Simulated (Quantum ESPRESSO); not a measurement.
## W2Mo3LiPt2 (finding a planted mistake in a log)

A calculation, not a measurement. The program is pw.x of Quantum ESPRESSO 7.5 (plane-wave density functional theory). The cell is made up: eight metal atoms on a face-centred cubic lattice, with elements, volume, strain and displacements drawn at random and not relaxed, so it may be unstable or far from any real phase. PseudoDojo standard norm-conserving files set the functional (PBE unless stated); there is no spin polarisation or spin-orbit coupling, the Fermi-Dirac width of 0.25 eV means electrons at about 2900 K, and the masses in the input are unused placeholders. Heavy elements are run without spin-orbit coupling, which real alloys of them have. A spin test at this wide smearing found no moment, but such smearing suppresses magnetism that the real alloy may have.

Intended input:

```
&control calculation='scf', pseudo_dir='./dojo.nc.sr.pbe.v0_5.standard.upf', outdir='./o', disk_io='minimal', tprnfor=.true., tstress=.true. /
&system ibrav=0, nat=8, ntyp=4, nbnd=72, ecutwfc=84.00895049, nosym=.true., tot_charge=0,
 occupations='smearing', smearing='fd', degauss=0.0183746611
/
&electrons conv_thr=1.470e-08, electron_maxstep=70, mixing_beta=0.5 /
ATOMIC_SPECIES
Li 1.0 Li.upf
Mo 1.0 Mo.upf
Pt 1.0 Pt.upf
W 1.0 W.upf
CELL_PARAMETERS angstrom
0.0074 2.1138 2.1058
0.0294 4.0774 -4.0614
-8.2168 -2.0829 2.0453
ATOMIC_POSITIONS angstrom
W -0.0077 -0.062 -0.0161
Mo -4.0854 -0.0924 0.0717
Li -0.0527 1.9903 -1.9803
Pt -4.0582 2.0197 -2.0196
Pt -6.0911 0.0517 2.0829
Mo -1.9436 2.0926 -0.0085
W -6.0494 2.106 0.1476
Mo -1.9524 4.1168 -1.9935
K_POINTS automatic
8 4 3 1 1 1
```

The log is shortened where brackets say so; the opening notice, blank lines, dates and the lines on written files are dropped, and the path of the files is cut. It prints rydbergs, bohrs and kilobars, and counts compression as positive stress. Its total energy is the free energy E - TS of the whole cell.

Log of the intended run:

```
     Program PWSCF v.7.5
     Parallel version (MPI & OpenMP), running on       4 processor cores
     Number of MPI processes:                 4
     Threads/MPI process:                     1
     [start-up lines left out]
     bravais-lattice index     =            0
     lattice parameter (alat)  =       5.6384  a.u.
     unit-cell volume          =     950.4029 (a.u.)^3
     number of atoms/cell      =            8
     number of atomic types    =            4
     number of electrons       =       109.00
     number of Kohn-Sham states=           72
     kinetic-energy cutoff     =      84.0090  Ry
     charge density cutoff     =     336.0358  Ry
     scf convergence threshold =      1.5E-08
     mixing beta               =       0.5000
     number of iterations used =            8  plain     mixing
     Exchange-correlation= PBE
                           (   1   4   3   4   0   0   0)
     [axes and pseudopotential details left out]
   Cartesian axes
     site n.     atom                  positions (alat units)
         1        W      tau(   1) = (  -0.0025807  -0.0207794  -0.0053959  )
         2        Mo     tau(   2) = (  -1.3692293  -0.0309680   0.0240304  )
         3        Li     tau(   3) = (  -0.0176625   0.6670527  -0.6637012  )
         4        Pt     tau(   4) = (  -1.3601132   0.6769062  -0.6768726  )
         5        Pt     tau(   5) = (  -2.0414433   0.0173273   0.6980878  )
         6        Mo     tau(   6) = (  -0.6514011   0.7013387  -0.0028488  )
         7        W      tau(   7) = (  -2.0274675   0.7058298   0.0494684  )
         8        Mo     tau(   8) = (  -0.6543504   1.3797531  -0.6681252  )
     number of k points=    48  Fermi-Dirac smearing, width (Ry)=  0.0184
                       cart. coord. in units 2pi/alat
        k(    1) = (  -0.0838550   0.0902957  -0.0017873), wk =   0.0416667
        k(    2) = (   0.1586698   0.0889967  -0.0013358), wk =   0.0416667
     [further k points left out]
     Dense  grid:    98909 G-vectors     FFT dimensions: (  36,  64, 100)
     Estimated max dynamical RAM per process >     347.92 MB
     Estimated total dynamical RAM >       1.29 GB
     Initial potential from superposition of free atoms
     starting charge     108.9898, renormalised to     109.0000
     Starting wfcs are   72 randomized atomic wfcs
     total cpu time spent up to now is        5.0 secs
     per-process dynamical memory:   270.7 Mb
     Self-consistent Calculation
     iteration #  1     ecut=    84.01 Ry     beta= 0.50
     Davidson diagonalization with overlap
     ethr =  1.00E-02,  avg # of iterations =  5.5
     total cpu time spent up to now is       19.1 secs
     total energy              =   -1259.53282735 Ry
     estimated scf accuracy    <       3.80447475 Ry
     iteration #  2     ecut=    84.01 Ry     beta= 0.50
     Davidson diagonalization with overlap
     ethr =  3.49E-03,  avg # of iterations =  3.9
     total cpu time spent up to now is       33.0 secs
     total energy              =   -1257.73442896 Ry
     estimated scf accuracy    <      63.20958277 Ry
     [iterations 3 to 19 left out]
     iteration # 20     ecut=    84.01 Ry     beta= 0.50
     Davidson diagonalization with overlap
     ethr =  3.04E-11,  avg # of iterations =  1.5
     total cpu time spent up to now is      226.8 secs
     total energy              =   -1261.71107164 Ry
     estimated scf accuracy    <       0.00000004 Ry
     iteration # 21     ecut=    84.01 Ry     beta= 0.50
     Davidson diagonalization with overlap
     ethr =  3.04E-11,  avg # of iterations =  1.0
     total cpu time spent up to now is      236.4 secs
     End of self-consistent calculation
     [lines on levels left out]
!    total energy              =   -1261.71107164 Ry
     estimated scf accuracy    <          1.5E-09 Ry
     smearing contrib. (-TS)   =      -0.13244671 Ry
     internal energy E=F+TS    =   -1261.57862493 Ry
     The total energy is F=E-TS. E is the sum of the following terms:
     one-electron contribution =    -389.47194951 Ry
     hartree contribution      =     241.88095145 Ry
     xc contribution           =    -225.56687547 Ry
     ewald contribution        =    -888.42075141 Ry
     convergence has been achieved in  21 iterations
     Forces acting on atoms (cartesian axes, Ry/au):
     atom    1 type  4   force =     0.02592133   -0.00688190    0.00507533
     atom    2 type  2   force =    -0.00233719    0.01484792   -0.01268348
     atom    3 type  1   force =     0.03520654    0.00474199   -0.00264071
     atom    4 type  3   force =     0.00857619   -0.01756404    0.01794074
     atom    5 type  3   force =    -0.01778026    0.00018351   -0.00092420
     atom    6 type  2   force =    -0.04688875   -0.01768615    0.02067777
     atom    7 type  4   force =     0.01661518    0.01007823   -0.02087975
     atom    8 type  2   force =    -0.01931304    0.01228043   -0.00656571
     Total force =     0.087984     Total SCF correction =     0.000204
     Computing stress (Cartesian axis) and pressure
          total   stress  (Ry/bohr**3)                   (kbar)     P=     -197.73
  -0.00131863   0.00006311  -0.00009880         -193.98        9.28      -14.53
   0.00006311  -0.00137286  -0.00027407            9.28     -201.95      -40.32
  -0.00009880  -0.00027407  -0.00134091          -14.53      -40.32     -197.25
     init_run     :      4.64s CPU      4.86s WALL (       1 calls)
     electrons    :    225.63s CPU    231.43s WALL (       1 calls)
     forces       :      2.07s CPU      2.10s WALL (       1 calls)
     stress       :      7.01s CPU      7.18s WALL (       1 calls)
     [timing details left out]
     PWSCF        :   3m59.50s CPU   4m 5.81s WALL
     JOB DONE.
```

A second run was made from an input with one planted mistake. Its log:

```
     Program PWSCF v.7.5
     Parallel version (MPI & OpenMP), running on       4 processor cores
     Number of MPI processes:                 4
     Threads/MPI process:                     1
     [start-up lines left out]
     bravais-lattice index     =            0
     lattice parameter (alat)  =       5.6384  a.u.
     unit-cell volume          =     950.4029 (a.u.)^3
     number of atoms/cell      =            8
     number of atomic types    =            4
     number of electrons       =       109.00
     number of Kohn-Sham states=           72
     kinetic-energy cutoff     =      84.0090  Ry
     charge density cutoff     =     336.0358  Ry
     scf convergence threshold =      1.5E-08
     mixing beta               =       0.5000
     number of iterations used =            8  plain     mixing
     Exchange-correlation= PBE
                           (   1   4   3   4   0   0   0)
     [axes and pseudopotential details left out]
   Cartesian axes
     site n.     atom                  positions (alat units)
         1        W      tau(   1) = (  -0.0025807  -0.0207794  -0.0053959  )
         2        Mo     tau(   2) = (  -1.3692293  -0.0309680   0.0240304  )
         3        Li     tau(   3) = (  -0.0176625   0.6670527  -0.6637012  )
         4        Pt     tau(   4) = (  -1.3601132   0.6769062  -0.6768726  )
         5        Pt     tau(   5) = (  -2.0414433   0.0173273   0.6980878  )
         6        Mo     tau(   6) = (  -0.6514011   0.7013387  -0.0028488  )
         7        W      tau(   7) = (  -2.0274675   0.7058298   0.0494684  )
         8        Mo     tau(   8) = (  -0.7146778   1.3797531  -0.6681252  )
     number of k points=    48  Fermi-Dirac smearing, width (Ry)=  0.0184
                       cart. coord. in units 2pi/alat
        k(    1) = (  -0.0838550   0.0902957  -0.0017873), wk =   0.0416667
        k(    2) = (   0.1586698   0.0889967  -0.0013358), wk =   0.0416667
     [further k points left out]
     Dense  grid:    98909 G-vectors     FFT dimensions: (  36,  64, 100)
     Estimated max dynamical RAM per process >     347.92 MB
     Estimated total dynamical RAM >       1.29 GB
     Initial potential from superposition of free atoms
     starting charge     108.9898, renormalised to     109.0000
     Starting wfcs are   72 randomized atomic wfcs
     total cpu time spent up to now is        5.6 secs
     per-process dynamical memory:   270.7 Mb
     Self-consistent Calculation
     iteration #  1     ecut=    84.01 Ry     beta= 0.50
     Davidson diagonalization with overlap
     ethr =  1.00E-02,  avg # of iterations =  5.6
     total cpu time spent up to now is       20.0 secs
     total energy              =   -1259.84204853 Ry
     estimated scf accuracy    <       3.34698087 Ry
     iteration #  2     ecut=    84.01 Ry     beta= 0.50
     Davidson diagonalization with overlap
     ethr =  3.07E-03,  avg # of iterations =  3.6
     total cpu time spent up to now is       33.8 secs
     total energy              =   -1258.10588442 Ry
     estimated scf accuracy    <      54.57847086 Ry
     [iterations 3 to 19 left out]
     iteration # 20     ecut=    84.01 Ry     beta= 0.50
     Davidson diagonalization with overlap
     ethr =  3.71E-11,  avg # of iterations =  1.3
     total cpu time spent up to now is      221.8 secs
     total energy              =   -1261.71190529 Ry
     estimated scf accuracy    <       0.00000002 Ry
     iteration # 21     ecut=    84.01 Ry     beta= 0.50
     Davidson diagonalization with overlap
     ethr =  2.13E-11,  avg # of iterations =  1.0
     total cpu time spent up to now is      230.8 secs
     End of self-consistent calculation
     [lines on levels left out]
!    total energy              =   -1261.71190529 Ry
     estimated scf accuracy    <          3.2E-09 Ry
     smearing contrib. (-TS)   =      -0.13038572 Ry
     internal energy E=F+TS    =   -1261.58151957 Ry
     The total energy is F=E-TS. E is the sum of the following terms:
     one-electron contribution =    -404.48905630 Ry
     hartree contribution      =     249.37391076 Ry
     xc contribution           =    -225.59381832 Ry
     ewald contribution        =    -880.87255571 Ry
     convergence has been achieved in  21 iterations
     Forces acting on atoms (cartesian axes, Ry/au):
     atom    1 type  4   force =     0.01753219   -0.00783729    0.00647205
     atom    2 type  2   force =    -0.00465697    0.02000841   -0.01573077
     atom    3 type  1   force =     0.02952661    0.00906792   -0.00713366
     atom    4 type  3   force =     0.00313901   -0.02287127    0.02305564
     atom    5 type  3   force =    -0.02195037    0.00037140   -0.00092540
     atom    6 type  2   force =    -0.04786921   -0.02275080    0.02533503
     atom    7 type  4   force =     0.00931813    0.00914975   -0.01972973
     atom    8 type  2   force =     0.01496061    0.01486188   -0.01134316
     Total force =     0.090645     Total SCF correction =     0.000300
     Computing stress (Cartesian axis) and pressure
          total   stress  (Ry/bohr**3)                   (kbar)     P=     -191.61
  -0.00127757   0.00011548  -0.00013670         -187.94       16.99      -20.11
   0.00011548  -0.00133343  -0.00027900           16.99     -196.15      -41.04
  -0.00013670  -0.00027900  -0.00129661          -20.11      -41.04     -190.74
     init_run     :      5.25s CPU      5.52s WALL (       1 calls)
     electrons    :    219.50s CPU    225.24s WALL (       1 calls)
     forces       :      2.06s CPU      2.08s WALL (       1 calls)
     stress       :      6.62s CPU      6.76s WALL (       1 calls)
     [timing details left out]
     PWSCF        :   3m53.50s CPU   3m59.74s WALL
     JOB DONE.
```

Question: the log repeats what the program read. Compare it with the intended run: what was wrong in the second input?

Answer: one coordinate of one atom is wrong. The input lines that differ:

```
- Mo -1.9524 4.1168 -1.9935
+ Mo -2.1324 4.1168 -1.9935
```

```
                                            intended run  run with the mistake
                          free energy (eV)    -17166.454            -17166.465
         entropy term -TS, part of it (eV)        -1.802                -1.774
                            pressure (GPa)        -19.77                -19.16
size of the largest force component (eV/Å)         1.206                 1.231
largest change of a force component (eV/Å)                               0.881
                                iterations            21                    21
```

For scale, a rerun of the intended cell at a higher cutoff and on a denser mesh moved values by no more than 0.003 eV in energy, 0.09 GPa in stress and 0.014 eV/Å in force, and a second program with other atomic files agreed on that cell to 2 % rms in force and 0.5 GPa in pressure.